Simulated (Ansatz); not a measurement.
MoPd:
```
MoPd
1.0
    2.69607     0.00000     0.00000
    0.00000     2.69607     0.00000
    0.00000     0.00000     4.12711
Pd Mo
1 1
Direct
  0.00000   0.00000   0.00000
  0.50000   0.50000   0.50000
```

Relaxed with r²SCAN. Special points in fractions of this cell's reciprocal vectors: Γ (0.000, 0.000, 0.000); X (0.000, 0.500, 0.000); M (0.500, 0.500, 0.000); Z (0.000, 0.000, 0.500); R (0.000, 0.500, 0.500); A (0.500, 0.500, 0.500).

Task: List the band energies nearest the Fermi level at these points for the program Ansatz at the r²SCAN with spin–orbit coupling level (PAW).

Result: In eV from the Fermi level; about four levels below and three above (degenerate sets whole), none deeper than 8.9 eV; points with the same levels are listed once.

```json
[
 {"k": "Γ", "below": "-1.59 -1.59 -1.17 -1.17", "above": "2.06 2.06 2.45 2.45"},
 {"k": "X", "below": "-2.41 -2.41 -2.33 -2.33", "above": "0.43 0.43 1.87 1.87"},
 {"k": "M", "below": "-0.43 -0.43 -0.33 -0.33", "above": "1.35 1.35 1.37 1.37"},
 {"k": "Z", "below": "-1.53 -1.53 -1.06 -1.06", "above": "1.15 1.15 1.27 1.27"},
 {"k": "R", "below": "-2.44 -2.44 -0.01 -0.01", "above": "0.45 0.45 0.87 0.87"},
 {"k": "A", "below": "-2.73 -2.73 -0.41 -0.41", "above": "1.10 1.10 5.06 5.06"}
]
```

Space group P4/mmm (L1₀ or tetragonal B2). The start of the workflow was typed in or built on a structure type; neither database checked (COD, Materials Project) lists it. Whether it is the stable phase at ambient conditions was not checked. The cell was relaxed with r²SCAN under the symmetry of its start; its stability against distortions is not shown here. No spin polarisation was allowed.

Potentials: the earlier of the program's two PAW sets.
